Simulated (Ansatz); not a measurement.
Nb3Sn:
```cif
data_Nb6Sn2
_chemical_formula_sum 'Sn2 Nb6'
_space_group_name_H-M_alt 'P 1'
_space_group_IT_number 1
_cell_length_a 5.31909
_cell_length_b 5.31909
_cell_length_c 5.31909
_cell_angle_alpha 90.000
_cell_angle_beta 90.000
_cell_angle_gamma 90.000
loop_
_space_group_symop_operation_xyz
  'x, y, z'
loop_
_atom_site_label
_atom_site_type_symbol
_atom_site_fract_x
_atom_site_fract_y
_atom_site_fract_z
_atom_site_occupancy
Sn1 Sn 0.00000 0.00000 0.00000 1
Sn2 Sn 0.50000 0.50000 0.50000 1
Nb1 Nb 0.25000 0.00000 0.50000 1
Nb2 Nb 0.50000 0.75000 0.00000 1
Nb3 Nb 0.75000 0.00000 0.50000 1
Nb4 Nb 0.50000 0.25000 0.00000 1
Nb5 Nb 0.00000 0.50000 0.75000 1
Nb6 Nb 0.00000 0.50000 0.25000 1
```

Relaxed with PBE.

Task: Decompose the optical modes at the zone centre into irreducible representations, and say which are infrared and Raman allowed.

Result: Point group m-3m: Γ_opt = A2g + Eg + T1g + 2T1u + T2g + 2T2u. Infrared: T1u. Raman: Eg, T2g.

Task: Assign frequencies (DFPT, PBE (plane waves, PAW; program Ansatz)).

Result: T2u 91, T1g 105, T2g 123, T1u 136, A2g 164, Eg 171, T1u 190, T2u 200 cm⁻¹.

Space group Pm-3n (A15 (Cr3Si type)). The PBE relaxation kept the symmetry of its start. The run is not spin-polarised. As this level gives no gap, phonon frequencies hold no LO–TO term and depend on the k-mesh and smearing (Fermi–Dirac, 0.1 eV here). Scalar-relativistic: spin–orbit coupling is off unless named, which matters more the heavier the elements.

Potentials: the later of the program's two PAW sets.
